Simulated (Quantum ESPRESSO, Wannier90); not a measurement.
**Wannier functions of ZrO₂ (fluorite)**

```yaml
crystal:
  lattice:
    - [0.00000, 2.54508, 2.54508]
    - [2.54508, 0.00000, 2.54508]
    - [2.54508, 2.54508, 0.00000]
  atoms:
    - { symbol: Zr, position: [0.00000, 0.00000, 0.00000] }
    - { symbol: O, position: [0.25000, 0.25000, 0.25000] }
    - { symbol: O, position: [0.75000, 0.75000, 0.75000] }
```

Materials Project entry mp-1565; symmetrised, unrelaxed at this level. COD (Crystallography Open Database) records the formula in this space group. Ideal cubic forms of this type are often high-temperature phases that distort on cooling; symmetry holds the cell here, and its stability was not tested. Method: PBEsol plane waves in Quantum ESPRESSO 7.5 (PseudoDojo norm-conserving files, 68 Ry, no spin polarisation, no spin-orbit coupling), Bloch states on a 10×10×10 mesh through Γ, Wannier90 4.0.1. Density: 10×10×10 mesh, cold smearing 0.01 Ry.

Valence charges of the files: Zr 12, O 6. 27 bands were computed.

Isolated groups of bands, relative to the valence-band maximum (bands from 15 on overlap up to the last one computed):

```
bands  from (eV)  to (eV)  filling            weight on atomic waves
-----  ---------  -------  -------  --------------------------------
1         -47.96   -47.89   filled                        Zr 4s 96 %
2–4       -26.56   -25.82   filled                        Zr 4p 95 %
5–6       -18.09   -15.47   filled  O 2s 80 %, Zr 4d 10 %, Zr 5s 5 %
7–12       -6.00     0.00   filled             O 2p 81 %, Zr 4d 14 %
13–14       3.30     4.71    empty             Zr 4d 87 %, O 2p 11 %
```

Wanted is a model with the orbitals Zr d, O p, without the filled groups that are mainly made of other shells (semicore states, and anion s where it isn't named); all higher bands stay in for disentanglement.

Task: Give num_wann, exclude_bands and num_bands, and the number of electrons that the model holds.

Result: Electrons: 1×12 + 2×6 = 24, which fill 12 bands.
num_wann = 1×5 + 2×3 = 11.
exclude_bands = 1-6, 6 bands, so num_bands = 27 − 6 = 21.
The model holds 24 − 2×6 = 12 electrons. With the window frozen to 4.80 eV it follows pw.x to 0.2 meV rms (states up to 4.3 eV relative to the valence-band maximum).
